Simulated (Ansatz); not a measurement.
What DFT gives for Ca$_{2}$Sb

```yaml
crystal:
  lattice:
    - [7.29234, 0.00000, 0.00000]
    - [0.00000, 5.38410, 0.00000]
    - [0.00000, 0.00000, 10.01382]
  atoms:
    - { symbol: Ca, position: [0.03433, 0.25000, 0.70169] }
    - { symbol: Ca, position: [0.46567, 0.75000, 0.20169] }
    - { symbol: Ca, position: [0.53433, 0.25000, 0.79831] }
    - { symbol: Ca, position: [0.96567, 0.75000, 0.29831] }
    - { symbol: Sb, position: [0.22444, 0.25000, 0.38657] }
    - { symbol: Sb, position: [0.27556, 0.75000, 0.88657] }
    - { symbol: Sb, position: [0.72444, 0.25000, 0.11343] }
    - { symbol: Sb, position: [0.77556, 0.75000, 0.61343] }
    - { symbol: Ca, position: [0.17390, 0.25000, 0.06482] }
    - { symbol: Ca, position: [0.32610, 0.75000, 0.56482] }
    - { symbol: Ca, position: [0.67390, 0.25000, 0.43518] }
    - { symbol: Ca, position: [0.82610, 0.75000, 0.93518] }
```

Level: PBEsol, no spin polarisation; 420 eV; 5×6×4 Γ-centred mesh; fermi-dirac occupations (width 0.1 eV); Ansatz 0.2.0, fixed geometry.

(1) Describe some of the short contacts.

(2) Give the Bader charges.

(3) Where is the largest force?

(4) What is the formation energy?

(5) Is there a gap?

Origin: a known structure type with other elements, at an estimated volume, so it need not be a known compound.

## Answers

(1) Sb–Ca at 3.24 Å: least valence density 0.13 e/Å³ and ELF 0.14 there. Ca–Ca at 3.69 Å: least valence density 0.04 e/Å³ and ELF 0.09 there. These are pseudo-fields; inside the PAW spheres they differ from the all-electron ones.

(2) Bader charges in e: Ca +1.04 to +1.19, Sb -2.23. In the mean Ca gives up most and Sb takes most.

(3) The largest is on Ca1 (and as large on other atoms): 0.20 eV/Å, components (0.05, 0.00, -0.19). It makes 83° with the line to a nearest neighbour, Sb8 at 3.40 Å.

(4) -0.76 eV an atom against the elements' usual phases (free molecules for gases, crystals otherwise, with no correction for O₂ or N₂), so it is bound against them; other compounds may still compete. Relaxing would lower it.

(5) It is a metal, with about 12 states/eV a cell as the mean within 0.25 eV of the Fermi level.
